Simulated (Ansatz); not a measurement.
Problem. Each is relaxed and computed with PBE (plane waves, PAW; program Ansatz). Which is the only metal?
A. SiC, P6_3mc (Pearson symbol hP16)
B. SiGe, Pmma (Si on 2e, Si on 2f, Ge on 2e, Ge on 2f)
C. HfSi, P6/mmm (Hf on 3f, Si on 1a, Si on 2d)
D. HfSiO4, I4_1/amd (Hf on 4a, Si on 4b, O on 16h)

Solution. C, HfSi, P6/mmm (Hf on 3f, Si on 1a, Si on 2d). HfSi: metal; HfSiO4: gap 5.31 eV (indirect); SiC: gap 1.78 eV (indirect); SiGe: gap 0.37 eV (indirect). Constructed cells (a structure type filled with these elements, in neither database checked): HfSi, P6/mmm (Hf on 3f, Si on 1a, Si on 2d). Typed or built starts, not in the databases checked: SiGe, Pmma (Si on 2e, Si on 2f, Ge on 2e, Ge on 2f). Not the usual ambient phase: SiC, P6_3mc (Pearson symbol hP16). All cells were relaxed under the symmetry of their starts (and spin orders); stability against distortions was not tested throughout. Rows with no word on spin ran without spin polarisation. Scalar-relativistic: spin–orbit coupling is off unless named, which matters more the heavier the elements.

Potentials: the later of the program's two PAW sets.
